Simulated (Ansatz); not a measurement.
Theory: DFT PBE, scalar-relativistic, plane waves, PAW (Ansatz 0.2.0). The final run on the 12-atom cell used 420 eV, a Γ-centred 6×6×4 mesh, 0.02 eV smearing and no spin polarisation.

Energies over the elements count from the elements' standard structures at the same level, with no fitted energy shifts. The references include black phosphorus.

Problem. Suggest a trial structure for a trigonal semiconductor made of Al, Ga and P, with a gap near 1.7 eV, a formation energy near −0.59 eV/atom and about 21 Å³ per atom, in a cell of 12 atoms.

Solution. Al5GaP6, space group P31m (No. 157). Al on a site of symmetry m is surrounded by 4 P at 2.38–2.39 Å; around Al on a site of symmetry 3 lie 4 P at 2.38–2.39 Å; Ga is surrounded by 4 P at 2.39–2.40 Å; P on a site of symmetry m has 3 Al at 2.38–2.39 Å and 1 Ga at 2.39 Å; 2 more sites not described.

```
Al Ga P
1.0
     6.73217    0.00000    0.00000
    -3.36608    5.83023    0.00000
     0.00000    0.00000    6.38588
Al Ga P
5 1 6
Cartesian
  1.1227 1.9445 6.3851
  -2.2434 3.8857 6.3851
  4.4868 0.0000 6.3851
  3.3661 1.9434 3.1934
  0.0000 3.8868 3.1934
  0.0000 0.0000 3.2009
  1.1233 1.9455 2.3915
  -2.2428 3.8847 2.3915
  4.4857 0.0000 2.3915
  3.3661 1.9434 5.5848
  0.0000 3.8868 5.5848
  0.0000 0.0000 5.5964
```

| Property | Result |
| --- | --- |
| Volume per atom | 20.89 Å³ |
| Density | 2.59 g/cm³ |
| Energy over the elements | −0.593 eV/atom |
| Gap on the 6×6×4 mesh of the 12-atom cell | 1.74 eV |

It was reached by relaxing an invented guess, and it needn't be the stable form of this composition. The answer needn't be unique; the calculation gave this one.

Kohn–Sham gaps at this level usually fall short of measured ones. The reference form of P is held partly by dispersion forces, which this level lacks. Symmetry constrained the relaxation, so the result can be a saddle point.
